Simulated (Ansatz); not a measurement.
NbB$_{2}$:
```
CELL_PARAMETERS angstrom
      3.10094     0.00000     0.00000
     -1.55047     2.68549     0.00000
      0.00000     0.00000     3.32582
ATOMIC_POSITIONS crystal
  Nb 0.00000 0.00000 0.00000
  B  0.33333 0.66667 0.50000
  B  0.66667 0.33333 0.50000
```

Relaxed with r²SCAN. Special points in fractions of this cell's reciprocal vectors: Γ (0.000, 0.000, 0.000); M (0.500, 0.000, 0.000); K (0.333, 0.333, 0.000); A (0.000, 0.000, 0.500); L (0.500, 0.000, 0.500); H (0.333, 0.333, 0.500).

**Question.** List the band energies nearest the Fermi level at these points for r²SCAN (plane waves, PAW; program Ansatz).

**Answer.** In eV from the Fermi level; about four levels below and three above (degenerate sets whole), none deeper than 8.9 eV; points with the same levels are listed once.

```csv
k,below,above
Γ,-4.53 -4.53 -4.45 -3.46,1.30 1.30 3.28 3.28
M,-5.54 -4.65 -4.53,0.32 1.75 2.68
K,-4.02 -4.02,0.01 0.01 1.20
A,-1.85 -1.85 -1.22 -1.22,0.67 4.50 7.57
L,-8.80 -6.60 -6.13 -3.74,2.23 3.05 3.60
H,-6.60 -4.62 -4.62,2.31 4.71 4.71
```

Space group P6/mmm. The workflow started from a Materials Project entry (that database holds measured and hypothetical structures alike); the Crystallography Open Database files this formula in space group No. 191, but the cells were not matched. Its standing as an ambient phase is unchecked. The r²SCAN relaxation kept the symmetry of its start; whether a distortion lowers the energy is not shown. The run is not spin-polarised. Spin–orbit coupling is left out wherever it is not named.

Potentials: the later of the program's two PAW sets.
